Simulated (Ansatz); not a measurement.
Relaxed-ion elastic tensor of LiNbO₃ in space group R-3 (No. 148; Li on 6c, Nb on 6c, O on 18f) in GPa (Voigt order), LDA (plane waves, PAW; program Ansatz); density 4.64 g/cm³, 10.59 Å³ per atom.

|  | 1 | 2 | 3 | 4 | 5 | 6 |
|---|---|---|---|---|---|---|
| 1 | 233 | 117 | 25.5 | 8.1 | 6.5 | 0.0 |
| 2 | 117 | 233 | 25.5 | -8.1 | -6.5 | 0.0 |
| 3 | 25.5 | 25.5 | 138 | 0.0 | 0.0 | 0.0 |
| 4 | 8.1 | -8.1 | 0.0 | 24.4 | 0.0 | -6.5 |
| 5 | 6.5 | -6.5 | 0.0 | 0.0 | 24.4 | 8.1 |
| 6 | 0.0 | 0.0 | 0.0 | -6.5 | 8.1 | 57.8 |

Task: Is the crystal mechanically stable?

Result: Yes: the smallest eigenvalue of C is 21.4 GPa.

Task: Work out the Voigt, Reuss and Hill averages.

Result: K_V = 105, K_R = 89.9, K_H = 97.3; G_V = 50.4, G_R = 35.8, G_H = 43.1 GPa.

Task: Give Young's modulus, Poisson's ratio, Pugh's ratio and the universal anisotropy index.

Result: E = 9KG/(3K + G) = 113 GPa; ν = 0.31; K/G = 2.26 (ductile by the Pugh limit of 1.75); A_U = 5G_V/G_R + K_V/K_R − 6 = 2.20.

Task: Estimate the sound speeds and the Debye temperature.

Result: v_l = √((K + 4G/3)/ρ) = 5780 m/s, v_t = √(G/ρ) = 3050 m/s, mean 3410 m/s; Θ = (h/k)(3n/4πV)^(1/3) v_m = 462 K.

Task: How much does each axis shrink under pressure?

Result: Linear compressibilities β_i = Σ_j S_ij (j = 1 to 3): x 2.4, y 2.4, z 6.3 per TPa.

The first step of the workflow began from a Materials Project structure, measured or hypothetical; the Crystallography Open Database files this formula in space group No. 148, but the cells were not matched. It is not the phase usual at ambient conditions (space group No. 161). The cell was relaxed with LDA under the symmetry of its start; phonons on a q-mesh show no instability. The run is not spin-polarised.

Potentials: the later of the program's two PAW sets.
